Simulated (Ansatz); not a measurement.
Ansatz (a first-principles code) input:

Ansatz 0.2 input:
```yaml
crystal:
  lattice:
    - [0.0, 3.2672635853, 3.2672635853]
    - [3.2672635853, 0.0, 3.2672635853]
    - [3.2672635853, 3.2672635853, 0.0]
  atoms:
    - { symbol: Te, position: [0.0, 0.0, 0.0] }
    - { symbol: Pb, position: [0.5, 0.5, 0.5] }
kpoints:
  mp_grid: { grid: [6, 6, 6] }
  band_path:
    path:
      - [[0.0, 0.0, 0.0], [0.5, 0.0, 0.5], [0.625, 0.25, 0.625]]  # Γ-X-U
      - [[0.375, 0.375, 0.75], [0.0, 0.0, 0.0], [0.5, 0.5, 0.5], [0.5, 0.25, 0.75], [0.5, 0.0, 0.5]]  # K-Γ-L-W-X
      - [VBM, CBM]
    npoints: 12
hamiltonian:
  xc: r2scan
  pseudopotentials: { kind: paw }
magnetization: { noncollinear: true, spin_orbit: true }
scf:
  n_extra_bands: 12
  convergence: { dr2_threshold: 0.0000000001 }
  occupations: { method: gaussian, width: 0.01 }
checkpoint: { write: soc.run }
output: { eigenvalues: true }
```

Output (shortened):

```
Pseudopotential: Te, paw_fr, valence charge 16
Pseudopotential: Pb, paw_fr, valence charge 14
Functional definition: r2SCAN
non-collinear run that drives no moment, with spin-orbit …
Crystal: 2 atoms, lattice volume = 69.756 Å³
Basis set: ecut = 500 eV, 1807 PW (Γ), exchange–correlation on 144×144×144 points (64 copies of the dense FFT grid, shifted against one another)
Bands: 42, of which v1, the nominal top of the filled ones, is band 30 counted from 1 (29 counted from 0)
Symmetry: 48 space group operations + 48 with time reversal
k-points: 16 of 216
Projection manifold: j_resolved (fully-relativistic pseudo-atomic orbitals)
SCF iter   1: F=—  HF=-18872.049818 eV  |F-HF|=—  |Δ(HF+E_count)|=         —  Δρ=2.31e-2  dr2=1.11e0  dr2_τ=1.50e-3  dr2_m=0.00e0 (ungated)  ethr=3.10e-3  |M|=0.00e0 ∫|m|=0.00e0 μB  |m|>n=0.0e0 m-floor=0.0e0 τ_xc=0.0e0  β_m=0.30  ⟨swp⟩=9.4  Hψ=1871  notcnv=0  defer=18
preconditioner: auto → none
SCF iter   2: F=—  HF=-18871.757665 eV  |F-HF|=—  |Δ(HF+E_count)|=   2.92e-1  Δρ=9.38e-3  dr2=1.27e-1  dr2_τ=6.67e-4  dr2_m=0.00e0 (ungated)  ethr=3.10e-3  |M|=0.00e0 ∫|m|=0.00e0 μB  |m|>n=0.0e0 m-floor=0.0e0 τ_xc=0.0e0  β_m=0.37  ⟨swp⟩=3.1  Hψ=555  notcnv=0  defer=82
SCF iter   3: F=—  HF=-18871.748180 eV  |F-HF|=—  |Δ(HF+E_count)|=   9.49e-3  Δρ=4.27e-3  dr2=9.91e-3  dr2_τ=5.74e-5  dr2_m=0.00e0 (ungated)  ethr=4.24e-4  |M|=0.00e0 ∫|m|=0.00e0 μB  |m|>n=0.0e0 m-floor=0.0e0 τ_xc=0.0e0  β_m=0.58  ⟨swp⟩=3.1  Hψ=475  notcnv=0  defer=82
SCF iter   4: F=—  HF=-18871.752793 eV  |F-HF|=—  |Δ(HF+E_count)|=   4.61e-3  Δρ=9.52e-4  dr2=4.41e-4  dr2_τ=4.41e-6  dr2_m=0.00e0 (ungated)  ethr=3.30e-5  |M|=0.00e0 ∫|m|=0.00e0 μB  |m|>n=0.0e0 m-floor=0.0e0 τ_xc=0.0e0  β_m=0.60  ⟨swp⟩=2.9  Hψ=624  notcnv=0  defer=82
SCF iter   5: F=—  HF=-18871.752950 eV  |F-HF|=—  |Δ(HF+E_count)|=   1.57e-4  Δρ=2.75e-4  dr2=2.88e-5  dr2_τ=3.25e-7  dr2_m=0.00e0 (ungated)  ethr=1.47e-6  |M|=0.00e0 ∫|m|=0.00e0 μB  |m|>n=0.0e0 m-floor=0.0e0 τ_xc=0.0e0  β_m=0.67  ⟨swp⟩=2.0  Hψ=510  notcnv=0  defer=82
SCF iter   6: F=—  HF=-18871.752974 eV  |F-HF|=—  |Δ(HF+E_count)|=   2.42e-5  Δρ=2.35e-5  dr2=4.38e-7  dr2_τ=6.79e-9  dr2_m=0.00e0 (ungated)  ethr=9.61e-8  |M|=0.00e0 ∫|m|=0.00e0 μB  |m|>n=0.0e0 m-floor=0.0e0 τ_xc=0.0e0  β_m=0.75  ⟨swp⟩=2.1  Hψ=380  notcnv=0  defer=82
SCF iter   7: F=—  HF=-18871.752960 eV  |F-HF|=—  |Δ(HF+E_count)|=   1.43e-5  Δρ=4.58e-6  dr2=7.74e-9  dr2_τ=1.23e-10  dr2_m=0.00e0 (ungated)  ethr=1.46e-9  |M|=0.00e0 ∫|m|=0.00e0 μB  |m|>n=0.0e0 m-floor=0.0e0 τ_xc=0.0e0  β_m=0.88  ⟨swp⟩=2.0  Hψ=491  notcnv=0  defer=82
SCF iter   8: F=—  HF=-18871.752960 eV  |F-HF|=—  |Δ(HF+E_count)|=   1.62e-8  Δρ=9.15e-7  dr2=4.21e-10  dr2_τ=5.83e-12  dr2_m=0.00e0 (ungated)  ethr=2.58e-11  |M|=0.00e0 ∫|m|=0.00e0 μB  |m|>n=0.0e0 m-floor=0.0e0 τ_xc=0.0e0  β_m=0.90  ⟨swp⟩=2.0  Hψ=455  notcnv=0  defer=82
SCF iter   9: F=-18871.752960 eV  HF=-18871.752960 eV  |F-HF|=3.64e-12  |Δ(HF+E_count)|=  2.55e-11  Δρ=1.44e-7  dr2=1.29e-11  dr2_τ=4.19e-14  dr2_m=0.00e0 (ungated)  ethr=1.00e-12  |M|=0.00e0 ∫|m|=0.00e0 μB  |m|>n=0.0e0 m-floor=0.0e0 τ_xc=0.0e0  ⟨swp⟩=11.3  Hψ=1434  notcnv=0
SCF 1 converged in 9 iterations: F = -18871.752960 eV  dr2 = 1.29e-11
NSCF: frozen V_eff on 16 k-points
NSCF: frozen V_eff on 16 k-points
NSCF: frozen V_eff on 16 k-points
NSCF: frozen V_eff on 8 k-points
NSCF: frozen V_eff on 14 k-points
NSCF: frozen V_eff on 7 k-points
NSCF: frozen V_eff on 16 k-points
NSCF: frozen V_eff on 5 k-points
NSCF: frozen V_eff on 3 k-points
NSCF: frozen V_eff on 3 k-points
NSCF: frozen V_eff on 87 k-points
SCF converged after 9 iterations
Magnetization: |M| = 0.0000 μB,  M = (+0.0000, +0.0000, +0.0000) μB
Absolute magnetization: 0.0000 μB (∫|m|)
  site 0: m = (+0.0000, +0.0000, +0.0000) μB, |m| = 0.0000 μB  (R = 1.35 Å)
  site 1: m = (+0.0000, +0.0000, +0.0000) μB, |m| = 0.0000 μB  (R = 1.35 Å)
Free energy (F): -18871.752960 eV
Harris-Foulkes:  -18871.752960 eV  (|F-HF|=3.64e-12)
Internal energy: -18871.752960 eV  (E = F + TS)
E sigma→0 (E₀):  -18871.752960 eV
Fermi energy:    8.187389 eV
--- Per-component energies (eV) ---
  E_band       = -349.344923
  E_kinetic    = 467.770097
  E_local      = -2438.418499  (includes V_loc(G=0)·N_el)
  E_nonlocal   = 41.568901
  E_hartree    = 1276.157973
  E_xc         = -323.599071
  E_vxc        = -257.023549  (∫ρ·V_xc dr)
  E_paw        = -15075.212257  (= ΣΔE_a)
  E_vpaw       = -732.952538  (= ΣTr[D̂ρ^β])
  E_aug_tail   = -0.000023  (compensation charges beyond the density's cutoff)
  E_vtau       = 17.394600  (kinetic-family band-sum trace: ∫τ·v_τ [+ j·A + Jᵃ·Aᵃ] dr)
  E_ewald      = -2821.254417
  E_core_change = 1.234335  (= ΣΔE_core)
  E_smearing   =  0.000000  (= −TS)
  E_closure    =  0.000000  (closes the sum)
  Σ components = -18871.752960   (vs F -18871.752960, Δ=0.00e0)
  [band-id]    e_kinetic+e_local+e_nonlocal+2·e_hartree+e_vxc+e_vpaw+e_augmentation_tail+e_vtau = -349.345065   (vs E_band -349.344923, Δ=-1.42e-4)
--- Band table (eV; the first three rows and the last of 16) ---
  k-point 0: bands = ["-29.7554", "-29.7554", "-29.7554", "-29.7554", "-28.2914", "-28.2914", "-28.2914", "-28.2914", "-28.2875", "-28.2875", "-10.6882", "-10.6882", "-10.6882", "-10.6882", "-8.1051", "-8.1051", "-8.1051", "-8.1051", "-8.1002", "-8.1002", …
  k-point 1: bands = ["-29.7554", "-29.7554", "-29.7553", "-29.7553", "-28.2914", "-28.2914", "-28.2913", "-28.2913", "-28.2874", "-28.2874", "-10.6889", "-10.6889", "-10.6872", "-10.6872", "-8.1090", "-8.1090", "-8.1038", "-8.1038", "-8.0976", "-8.0976", …
  k-point 2: bands = ["-29.7553", "-29.7553", "-29.7551", "-29.7551", "-28.2914", "-28.2914", "-28.2910", "-28.2910", "-28.2872", "-28.2872", "-10.6905", "-10.6905", "-10.6852", "-10.6852", "-8.1172", "-8.1172", "-8.1013", "-8.1013", "-8.0922", "-8.0922", …
  k-point 15: bands = ["-29.7552", "-29.7552", "-29.7551", "-29.7551", "-28.2912", "-28.2912", "-28.2911", "-28.2911", "-28.2870", "-28.2870", "-10.6923", "-10.6923", "-10.6853", "-10.6853", "-8.1374", "-8.1374", "-8.1044", "-8.1044", "-8.0832", "-8.0832", …
```

Cost: very roughly 120 core-seconds on shared cores.

Space group Fm-3m (rock salt). The cell was relaxed with r²SCAN under the symmetry of its start; of distortions, only those at the zone centre were tested.

Potentials: the later of the program's two PAW sets.

Ansatz is a plane-wave DFT program.
